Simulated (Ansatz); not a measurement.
All numbers below come from DFT PBE, scalar-relativistic, plane waves, PAW in Ansatz 0.2.0. All cells share a 420 eV cutoff and Γ-centred k meshes spaced at most about 0.3 Å⁻¹ (about 0.25 or finer for metals, 2π included). No spin polarisation in the final relaxations.

All energies are static (0 K, no zero-point motion).

Two forms of Hf2AlN3 were relaxed alike.

A.

```yaml
crystal:
  lattice:
    - [3.36426, 0.00000, 0.00000]
    - [-1.68213, 2.91354, 0.00000]
    - [0.00000, 0.00000, 8.29995]
  atoms:
    - { symbol: Hf, position: [0.00000, 0.00000, 0.98821] }
    - { symbol: Hf, position: [0.33333, 0.66667, 0.33772] }
    - { symbol: Al, position: [0.66667, 0.33333, 0.67325] }
    - { symbol: N, position: [0.00000, 0.00000, 0.72816] }
    - { symbol: N, position: [0.66667, 0.33333, 0.43887] }
    - { symbol: N, position: [0.33333, 0.66667, 0.08379] }
```

B.

```yaml
crystal:
  lattice:
    - [-1.68399, 1.68399, 7.16424]
    - [1.68399, -1.68399, 7.16424]
    - [1.68399, 1.68399, -7.16424]
  atoms:
    - { symbol: Hf, position: [0.83817, 0.83817, 0.00000] }
    - { symbol: Hf, position: [0.16183, 0.16183, 0.00000] }
    - { symbol: Al, position: [0.50000, 0.50000, 0.00000] }
    - { symbol: N, position: [0.42897, 0.92897, 0.50000] }
    - { symbol: N, position: [0.07103, 0.57103, 0.50000] }
    - { symbol: N, position: [0.75000, 0.25000, 0.50000] }
```

Question: Which is lower in energy, and by how much?

Answer: A is lower, by 45 meV/atom. A has Hf and Al ordered on zinc blende sites, space group P3m1 (No. 156), 13.6 Å³/atom and no gap on its mesh; B has Hf and Al ordered on zinc blende sites, space group I-4m2 (No. 119), 13.5 Å³/atom and no gap. Counting N atoms around Al and Hf (those within 1.25 times the shortest such distance or 1.15 times the sum of covalent radii), A and B both have Hf 4, Al 4. Both come from invented guesses.

These runs have no spin–orbit coupling, which can matter for Hf. Cells relaxed within their symmetry can be saddle points.
